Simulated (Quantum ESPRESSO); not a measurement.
**Kohn-Sham bands of RbHS (P2₁/m)**

```
RbHS
1.0
    4.58461     0.00000     0.00000
    0.00000     5.14523     0.00000
   -1.38609     0.00000     6.75920
Rb H S
2 2 2
Cartesian
  1.38920   1.28631  -1.61153
 -1.38920  -1.28631   1.61153
 -2.74251   1.28631   2.66624
  2.74251  -1.28631  -2.66624
  0.85520   1.28631   1.75665
 -0.85520  -1.28631  -1.75665
```

Materials Project entry mp-696804; symmetrised, unrelaxed at this level. Not found in the COD (Crystallography Open Database) copy used; not checked further. Computed values, not measurements, from PBEsol: Quantum ESPRESSO (norm-conserving PseudoDojo potentials, cutoff 58 Ry, no spin polarisation, no spin-orbit coupling) on a Γ-centred 8×6×6 mesh, then Wannier90. Density: 8×6×6 mesh, cold smearing 0.01 Ry.

List the Kohn-Sham levels between −8 and 6.0 eV relative to the valence-band maximum at the high-symmetry points, as a band run of pw.x on that density gives them (levels within 2 meV counted together).


| point | k (reciprocal lattice) | levels (eV) |
|---|---|---|
| Γ | 0.000 0.000 0.000 | -3.82, -3.53, -0.40, -0.28, -0.04, 0.00, 3.00, 3.77, 5.44, 5.52, 5.69 |
| Z | 0.000 0.500 0.000 | -3.74 (×2), -0.90 (×2), -0.28 (×2), 4.73 (×2), 5.96 (×2) |
| D | 0.000 0.500 0.500 | -3.84 (×2), -0.97 (×2), -0.37 (×2), 4.71 (×2) |
| B | 0.000 0.000 0.500 | -3.81, -3.70, -0.45, -0.44, -0.34, -0.12, 4.07, 4.25, 4.75, 4.76 |
| A | -0.500 0.000 0.500 | -4.24, -3.83, -1.00, -0.71, -0.69, -0.34, 4.51, 4.70 |
| E | -0.500 0.500 0.500 | -3.89 (×2), -0.65 (×2), -0.38 (×2), 4.81 (×2), 5.71 (×2) |
| C_2 | -0.500 0.500 0.000 | -3.85 (×2), -0.41 (×2), -0.29 (×2), 3.84 (×2), 5.69 (×2) |
| Y_2 | -0.500 0.000 0.000 | -4.02, -3.97, -0.66, -0.60, -0.55, -0.42, 4.20, 5.16, 5.44, 5.92 |
